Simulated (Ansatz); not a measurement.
Values for one crystal, relaxed and computed with plane-wave PAW LDA (Ansatz code); other levels are named.

- Volume per atom = 29.46 Å³
- Electronic character = metallic (no gap)
- Poisson's ratio = 0.29
- Zone-centre stability = no imaginary mode at Γ
- Density of states at the Fermi level = 1.6 states/eV per atom (mean over ±0.08 eV)
- Young's modulus = 62.0 GPa
- Pressure derivative B′ = 4.2

Q: Which compound is it?
A) ScCu, CsCl type
B) La3In, Cu3Au type
C) Zr3Ag, Cu3Au type
D) TaRh3, Cu3Au type

A: B, La3In, Cu3Au type

Space group Pm-3m (Cu3Au type). The workflow started from a Materials Project entry (that database holds measured and hypothetical structures alike); the Crystallography Open Database files this formula in space group No. 221, but the cells were not matched. Whether it is the stable phase at ambient conditions was not checked. The LDA relaxation kept the symmetry of its start. Spin–orbit coupling is left out wherever it is not named.

Potentials: the later of the program's two PAW sets.
